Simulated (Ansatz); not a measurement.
SrClF:
```cif
data_Cl2F2Sr2
_chemical_formula_sum 'Sr2 Cl2 F2'
_space_group_name_H-M_alt 'P 1'
_space_group_IT_number 1
_cell_length_a 4.08520
_cell_length_b 4.08520
_cell_length_c 6.91327
_cell_angle_alpha 90.000
_cell_angle_beta 90.000
_cell_angle_gamma 90.000
loop_
_space_group_symop_operation_xyz
  'x, y, z'
loop_
_atom_site_label
_atom_site_type_symbol
_atom_site_fract_x
_atom_site_fract_y
_atom_site_fract_z
_atom_site_occupancy
Sr1 Sr 0.00000 0.50000 0.79868 1
Sr2 Sr 0.50000 0.00000 0.20132 1
Cl1 Cl 0.50000 0.00000 0.64362 1
Cl2 Cl 0.00000 0.50000 0.35638 1
F1 F 0.50000 0.50000 0.00000 1
F2 F 0.00000 0.00000 0.00000 1
```

Relaxed with PBEsol.

Question: Tabulate the valence density and the electron localisation function along the shortest Sr–F contact (2.47 Å), the program Ansatz at the PBEsol level (PAW).

Answer: 

```
distance from Sr (Å)  density (e/Å³)   ELF
--------------------  --------------  ----
0.25                            2.07  0.18
0.37                            2.63  0.51
0.49                            2.70  0.75
0.62                            2.28  0.84
0.74                            1.64  0.86
0.87                            1.03  0.82
0.99                            0.60  0.62
1.11                            0.35  0.25
1.24                            0.25  0.08
1.36                            0.24  0.10
1.48                            0.32  0.26
1.61                            0.53  0.57
1.73                            0.96  0.76
1.85                            1.87  0.81
1.98                            3.75  0.81
2.10                            6.79  0.75
2.22                           10.27  0.62
```

The density is the valence pseudo-density with augmentation charge, so density and ELF within about 1 Å of a nucleus are not all-electron values.

Space group P4/nmm. The workflow started from a Materials Project entry (that database holds measured and hypothetical structures alike); the Crystallography Open Database files this formula in space group No. 129, but the cells were not matched. Its standing as an ambient phase is unchecked. Symmetry was held in the PBEsol relaxation; whether a distortion lowers the energy is not shown.

Potentials: the later of the program's two PAW sets.
